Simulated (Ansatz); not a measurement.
Relaxed WC (WC type, space group P-6m2):

```xyz
4
Lattice="5.8243 0.0000 0.0000 -1.4561 2.5220 0.0000 0.0000 0.0000 2.8362" Properties=species:S:1:pos:R:3 pbc="T T T"
W      0.0000     0.0000     0.0000
W      2.9122     0.0000     0.0000
C      1.4561     0.8407     1.4181
C      4.3682     0.8407     1.4181
```

In each cell atom 1 (W, nearest neighbour C at 2.200 Å; its periodic images, 2.8 Å or more away, move with it) moves by s·(0.000, -0.764, 0.645) (towards the nearest neighbour), the rest being held.

All values below come from r2SCAN (plane waves to 500 eV, PAW, scalar-relativistic; Ansatz, a program for electronic structure). k mesh 15×15×13 (Γ-centred), Fermi-Dirac smearing 0.05 eV. The energy includes the smearing's −TS. Left out: 1 of 11 points, with atoms too close for the PAW data. With partly filled bands, energies and forces of such displacements shift with the k mesh and the smearing. Spin-orbit coupling is left out, though W is heavy. WC is run without spin polarisation. WC was relaxed with its symmetry unable to fall. The zero of ΔE is the undisplaced structure.

Successive frames, forces in eV/Å:

```csv
frame,ΔE (meV/cell),F on W1,F on W2,F on C3,F on C4
s = -0.440 Å,2010,"(-1.850, -6.499, 5.825)","(1.476, 2.472, -1.278)","(2.407, 1.930, -2.136)","(-2.033, 2.097, -2.411)"
s = -0.352 Å,1304,"(-1.450, -5.555, 4.690)","(1.240, 1.951, -1.183)","(1.535, 1.609, -1.533)","(-1.325, 1.996, -1.974)"
s = -0.264 Å,738,"(-1.090, -4.325, 3.492)","(0.979, 1.433, -0.967)","(0.878, 1.202, -1.027)","(-0.767, 1.690, -1.499)"
s = -0.176 Å,329,"(-0.740, -2.947, 2.291)","(0.685, 0.941, -0.684)","(0.422, 0.769, -0.599)","(-0.367, 1.237, -1.008)"
```

### Question
What are the energy and the forces in the next frame, s = -0.088 Å?

### Answer
ΔE (meV/cell) = 83.

| atom | Fx | Fy | Fz |
|---|---|---|---|
| W1 | -0.373 | -1.502 | 1.127 |
| W2 | 0.355 | 0.467 | -0.356 |
| C3 | 0.140 | 0.360 | -0.257 |
| C4 | -0.122 | 0.675 | -0.514 |

(For displaced atoms, the force is minus the slope of the energy, and its curvature is a force constant, which sets phonon frequencies.)
